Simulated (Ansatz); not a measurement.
A disordered cell of KSrCeSbO6 beside its crystal

Computed with the plane-wave PAW code Ansatz (scalar-relativistic, PAW set soft_2): PBE, no spin polarisation, 420 eV cutoff. The crystal was solved on a k mesh of 6×6×6 points, the disordered cell on 2×2×2.

The crystal, relaxed (space group 216):

```xyz
10
Lattice="0.0000 4.2327 4.2327 4.2327 0.0000 4.2327 4.2327 4.2327 0.0000" Properties=species:S:1:pos:R:3 pbc="T T T"
Ce    0.0000    0.0000    0.0000
K     2.1164    2.1164    2.1164
O     2.2223    4.2327    4.2327
O     6.2431    4.2327    4.2327
O     4.2327    2.2223    4.2327
O     4.2327    6.2431    4.2327
O     4.2327    4.2327    2.2223
O     4.2327    4.2327    6.2431
Sb    4.2327    4.2327    4.2327
Sr    6.3491    6.3491    6.3491
```

20 atoms were packed at random into a cubic cell of 15 % more volume than the crystal, run there for 480 fs with a thermostat set to 3300 K, cooled for 480 fs (to 540 K at the end) and relaxed with the volume free. That is too short for the atoms to find their places (mean square shift in the hot run: K 2.5, Sr 1.1, Ce 1.1, Sb 0.6, O 3.3 Å²), so the result is one frozen random packing, not an equilibrated glass.

| neighbours | within (Å) | crystal, mean (range) | disordered, mean (range) | mean distance, crystal (Å) | mean distance, disordered (Å) |
| --- | --- | --- | --- | --- | --- |
| O around Ce | 2.89 | 6.0 | 6.5 (6 to 7) | 2.22 | 2.37 |
| O around Sr | 3.89 | 12.0 | 8.5 (8 to 9) | 2.99 | 2.78 |
| O around K | 3.89 | 12.0 | 8.5 (8 to 9) | 2.99 | 3.11 |
| Sb around Sr | 4.77 | 4.0 | 2.5 (2 to 3) | 3.67 | 3.75 |
| Sb around K | 4.77 | 4.0 | 3.5 (3 to 4) | 3.67 | 4.09 |

1 O–O bond (1.49 Å), which the crystal doesn't have, was made by the random packing or the hot run. The disordered cell lies 0.26 eV an atom above the crystal and takes 14 % more volume. That lies within a few per cent of the volume it was packed at and isn't the density of an equilibrated glass. Its gap on the mesh is 1.22 eV, against 1.95 eV in the crystal; odd bonds like those above can leave levels in the gap. Bader charges: K 0.84 to 0.85 e, Sr 1.58 to 1.58 e, Ce 2.17 to 2.25 e, Sb 1.72 to 2.65 e, O -1.28 to -0.64 e.

The disordered cell:

```
KSrCeSbO6 disordered
1.0
     7.0198    0.0000    0.0000
     0.0000    7.0198    0.0000
     0.0000    0.0000    7.0198
Ce K O Sb Sr
2 2 12 2 2
Direct
  0.2943 0.0242 0.4252
  0.0633 0.4458 0.1933
  0.5056 0.7370 0.9564
  0.4652 0.2373 0.9376
  0.1259 0.8813 0.7344
  0.1660 0.5002 0.8686
  0.1417 0.1035 0.1163
  0.8309 0.8509 0.0911
  0.7465 0.4659 0.1178
  0.7737 0.2624 0.1711
  0.7647 0.6942 0.6707
  0.0871 0.7164 0.3983
  0.5142 0.1407 0.5778
  0.3191 0.3535 0.3022
  0.9570 0.3702 0.5137
  0.4806 0.8310 0.3312
  0.0258 0.6100 0.6553
  0.9476 0.0316 0.9241
  0.5995 0.4701 0.4446
  0.7882 0.9689 0.4187
```

Caveats: relaxed at the zone centre alone, so forces of up to 0.4 eV/Å are left on the mesh used here; the cell was held cubic, which leaves uneven stresses of up to 2.4 GPa; one small cell; the crystal itself isn't shown to be the stable phase.
